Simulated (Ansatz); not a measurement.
Level of theory: DFT PBE, scalar-relativistic, plane waves, PAW (Ansatz 0.2.0). Each cell gets a short relaxation within its symmetry: 420 eV, a coarse mesh through Γ, smearing of 0.15 eV, at most 16 steps to 0.08 eV/Å and 0.8 GPa. No spin polarisation. Energies are free energies per atom, good to about 0.1 eV/atom between metallic cells, end volumes are rough, and groups of ends are read at 0.1 Å.

Two unrelaxed guesses for Sc2SnSe5:

A.

```yaml
crystal:
  lattice:
    - [2.64209, -4.79280, 0.00000]
    - [2.64209, 4.79280, 0.00000]
    - [0.00000, 0.00000, 9.44930]
  atoms:
    - { symbol: Sc, position: [0.80210, 0.19790, 0.50000] }
    - { symbol: Sc, position: [0.19790, 0.80210, 0.50000] }
    - { symbol: Sn, position: [0.50000, 0.50000, 0.00000] }
    - { symbol: Se, position: [0.00000, 0.00000, 0.25652] }
    - { symbol: Se, position: [0.00000, 0.00000, 0.74348] }
    - { symbol: Se, position: [0.00000, 0.00000, 0.50000] }
    - { symbol: Se, position: [0.83517, 0.16483, 0.00000] }
    - { symbol: Se, position: [0.16483, 0.83517, 0.00000] }
```

B.

```yaml
crystal:
  lattice:
    - [5.23276, 0.00000, 0.00000]
    - [0.00000, 5.23276, 0.00000]
    - [0.00000, 0.00000, 8.68303]
  atoms:
    - { symbol: Sc, position: [0.00000, 0.00000, 0.35258] }
    - { symbol: Sc, position: [0.00000, 0.00000, 0.07521] }
    - { symbol: Sn, position: [0.50000, 0.50000, 0.47326] }
    - { symbol: Se, position: [0.26876, 0.50000, 0.28833] }
    - { symbol: Se, position: [0.73124, 0.50000, 0.28833] }
    - { symbol: Se, position: [0.50000, 0.26876, 0.28833] }
    - { symbol: Se, position: [0.50000, 0.73124, 0.28833] }
    - { symbol: Se, position: [0.00000, 0.00000, 0.81898] }
```

Problem. Compare their energies before and after the relaxation.

Solution. As given, A is lower by 5.72 eV/atom. Relaxed, B is lower by 0.17 eV/atom, so the order turns round. A goes from Cmmm at 29.9 Å³/atom to Cmmm at 29.6 Å³/atom and gains 1.09 eV/atom. B goes from P4mm at 29.7 Å³/atom to P4mm at 41.1 Å³/atom and gains 6.98 eV/atom. The closest pair in A goes from Sc–Se at 1.90 Å to Se–Se at 2.57 Å. The closest pair in B goes from Se–Se at 1.71 Å to Sc–Se and Se–Se at 2.47 Å. At the end: counting Se atoms around Sc and Sn (those within 1.25 times the shortest such distance or 1.15 times the sum of covalent radii, 1.27 where that leaves under three; a plus sign parts nearer from farther groups), A has Sc 1+2, Sn 2+8 and B has Sc 1, Sn 4. A holds Se–Se chains (shortest 2.57 Å); B holds Se–Se pairs (shortest 2.47 Å). The lowest end among all the guesses of this search lies 1.23 eV/atom under the better of the two.

No dispersion correction is applied, so the spacing and binding between layers, chains or molecules are poorly described (Cmmm, P4mm), and this can change margins and order among such cells.
